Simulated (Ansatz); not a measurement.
System: CeO2 (fluorite type), 3 atoms in the cell.

```
Ce O
1.0
     0.00000    2.73000    2.73000
     2.73000    0.00000    2.73000
     2.73000    2.73000    0.00000
Ce O
1 2
Cartesian
  0.0000 0.0000 0.0000
  1.3650 1.3650 1.3650
  4.0950 4.0950 4.0950
```

Computed with Ansatz, r²SCAN, plane waves, PAW datasets (generated soft set 1).

Cutoff 500 eV; k-mesh 6×6×6 Γ-centred; Fermi–Dirac smearing of 0.02 eV; no spin polarisation; no spin–orbit coupling.

(1) How large is the gap on this mesh, is it direct, and where do the band edges lie (fractions of the reciprocal vectors of this cell)?

(2) List the levels near the gap at (0.000, 0.000, 0.000), (0.000, 0.000, 0.333), (0.000, 0.000, -0.500), (0.000, 0.167, 0.167), (0.000, 0.167, -0.167), (0.000, 0.333, 0.333), (0.167, 0.333, -0.500), in eV from the top of the valence band (v1 is the highest filled band, c1 the lowest empty one).

## Answers

(1) 2.24 eV, indirect from (0.167, 0.333, -0.500) to (0.000, 0.000, -0.500); the smallest direct gap is 2.32 eV.

(2) 
```
                     k     v4     v3     v2     v1    c1    c2    c3
 (0.000, 0.000, 0.000)  -3.69  -0.46  -0.46  -0.46  2.63  2.63  2.63
 (0.000, 0.000, 0.333)  -1.81  -0.96  -0.67  -0.67  2.50  2.51  2.51
(0.000, 0.000, -0.500)  -1.18  -1.07  -0.66  -0.66  2.24  2.46  2.46
 (0.000, 0.167, 0.167)  -2.96  -1.42  -0.28  -0.28  2.55  2.64  2.64
(0.000, 0.167, -0.167)  -2.29  -1.24  -0.93  -0.09  2.49  2.58  2.66
 (0.000, 0.333, 0.333)  -2.19  -1.36  -0.15  -0.15  2.42  2.54  2.54
(0.167, 0.333, -0.500)  -2.13  -1.17  -0.69   0.00  2.37  2.50  2.54
```

A gap read on the mesh is an upper bound of this method's gap, since the mesh can miss a band edge. Spin–orbit coupling is left out; with heavy elements it can shift the gap and split levels by tenths of an eV. Semilocal functionals give gaps that mostly lie well below measured ones.
